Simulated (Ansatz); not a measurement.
**Pd: pressure against volume, fitted**

```
CELL_PARAMETERS angstrom
0.00000 1.94490 1.94490
1.94490 0.00000 1.94490
1.94490 1.94490 0.00000
ATOMIC_POSITIONS crystal
Pd 0.00000 0.00000 0.00000
```

Conventional cell: a = 3.890 Å, b = 3.890 Å, c = 3.890 Å, α = 90.00°, β = 90.00°, γ = 90.00°. Pd (atom 1) is surrounded by 12 Pd at 2.75 Å.

The cell comes from COD entry 9008478, which wasn't checked; take it as a given geometry.

Spin polarisation is left out, and whether a magnetic state lies lower isn't shown here.

Method: Ansatz 0.2.0, DFT, LDA, all-electron LAPW, scalar-relativistic.

Sampling and basis: a Γ-centred 18×18×18 k mesh, Fermi–Dirac smearing of 0.05 eV, basis error target 0.25 meV/atom, no spin polarisation.

The cell is scaled evenly. Fractional coordinates are held (clamped ions).

```json
{"V (Å³/atom)": "14.125", "P (GPa)": "0.36"}
{"V (Å³/atom)": "14.419", "P (GPa)": "-4.12"}
{"V (Å³/atom)": "14.567", "P (GPa)": "-6.15"}
{"V (Å³/atom)": "14.714", "P (GPa)": "-8.05"}
{"V (Å³/atom)": "14.861", "P (GPa)": "-9.82"}
{"V (Å³/atom)": "15.008", "P (GPa)": "-11.47"}
{"V (Å³/atom)": "15.302", "P (GPa)": "-14.46"}
{"V (Å³/atom)": "15.597", "P (GPa)": "-17.06"}
```

Fit a third-order Birch–Murnaghan curve to the pressures.

P = (3B0/2)(y^(7/2) − y^(5/2))[1 + (3/4)(B0′ − 4)(y − 1)] with y = (V0/V)^(2/3) fits within 0.01 GPa for V0 = 14.147 Å³/atom, B0 = 228.2 GPa and B0′ = 5.45.

Predict the pressure at the withheld volume, 13.831 Å³/atom.

There y = 1.0152, so the fit gives 5.49 GPa; the run gave 5.48 GPa.
